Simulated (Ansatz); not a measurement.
Here is the system:

Mn3Sn:
```
CELL_PARAMETERS angstrom
      4.66586     0.00000     0.00000
      0.00000     5.74116     0.00000
      0.00000     0.00000     9.92540
ATOMIC_POSITIONS crystal
  Mn 0.25000 0.75154 0.91306
  Mn 0.75000 0.50000 0.35007
  Mn 0.25000 0.24846 0.91306
  Mn 0.75000 0.24846 0.08694
  Mn 0.25000 0.50000 0.64993
  Mn 0.75000 0.75154 0.08694
  Sn 0.25000 0.50000 0.16879
  Sn 0.75000 0.50000 0.83121
  Mn 0.25000 0.25154 0.41306
  Mn 0.75000 0.00000 0.85007
  Mn 0.25000 0.74846 0.41306
  Mn 0.75000 0.74846 0.58694
  Mn 0.25000 0.00000 0.14993
  Mn 0.75000 0.25154 0.58694
  Sn 0.25000 0.00000 0.66879
  Sn 0.75000 0.00000 0.33121
```
The run is spin-polarised; directions of the spins, atom by atom: ↑ ↑ ↑ ↑ ↑ ↑ 0 0 ↓ ↓ ↓ ↓ ↓ ↓ 0 0.

This is the r²SCAN-relaxed structure.

Task: All from plane-wave PAW r²SCAN (Ansatz code), unless another level is named. Estimate the formation energy from the elements (no fitted shifts).

Result: -0.037 eV/atom.

Task: What about the density of states at the Fermi level?

Result: 0.87 states/eV per atom (mean over ±0.08 eV).

Space group Cmcm. The workflow started from an entry of the Crystallography Open Database (COD); the relaxed space group is not among those it files for this formula. COD files the formula under space group No. 194. Its standing as an ambient phase is unchecked. The cell was relaxed with r²SCAN under the symmetry of its start, as lowered by the spin order; whether a distortion lowers the energy is not shown. The final state is antiferromagnetic, chosen from 5 collinear starts compared on coarse meshes (ties went to the first, and starts can fall back to one state), not a proven ground state. The program gave a warning on the electronic state, which may not be the lowest. The references are the lowest solids computed at this level, not always the standard phases. The manganese reference at this level is a Cmcm phase, not α-Mn. Spin–orbit coupling is left out wherever it is not named.

Potentials: the later of the program's two PAW sets.
